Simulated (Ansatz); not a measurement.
A generator proposed this cell of Ga4AsP3.

```
CELL_PARAMETERS angstrom
5.40802 0.00000 0.00000
0.00000 5.40802 0.00000
0.00000 0.00000 5.40802
ATOMIC_POSITIONS crystal
Ga 0.75000 0.75000 0.75000
Ga 0.75000 0.25000 0.25000
Ga 0.25000 0.75000 0.25000
Ga 0.25000 0.25000 0.75000
P 0.50000 0.50000 0.00000
P 0.50000 0.00000 0.50000
P 0.00000 0.50000 0.50000
As 0.00000 0.00000 0.00000
```

Computed with DFT PBE, scalar-relativistic, plane waves, PAW (Ansatz). Settings: cutoff 420 eV, Γ-centred mesh 4×4×4 on the computed 8-atom cell, Gaussian smearing of 0.10 eV; no spin polarisation.

The zero of energy is the elements' standard structures at the same level; no fitted shifts are applied. The references include black phosphorus.

Problem. Estimate its pressure, forces and energy as it stands.

Solution. The pressure is 7.7 GPa (it wants to expand), the largest force is 0.79 eV/Å, and the energy is −0.36 eV/atom against the elements. The shortest distance is 2.34 Å.

Problem. Is it a good guess?

Solution. A fair one: relaxing gains about 0.05 eV/atom in 7 ionic steps and ends at −0.406 eV/atom on the finer mesh. The symmetry stays P-43m (No. 215). The volume per atom grows by 8.9 %, from 19.8 to 21.5 Å³. The shortest distance goes from 2.34 Å (Ga–As and Ga–P) to 2.40 Å (Ga–P). Conventional cell: a = 5.564 Å. Ga has 3 P at 2.40 Å and 1 As at 2.45 Å; P has 4 Ga at 2.40 Å; As is surrounded by 4 Ga at 2.45 Å.

The last run used a 6×6×6 mesh for its 8-atom cell and Gaussian smearing of 0.02 eV. The reference forms of As and P are held partly by dispersion forces, which this level lacks. The relaxation can't lower the symmetry of the start, and the grade says only how near the guess is to its own end. A structure relaxed within its symmetry needn't be a true minimum.
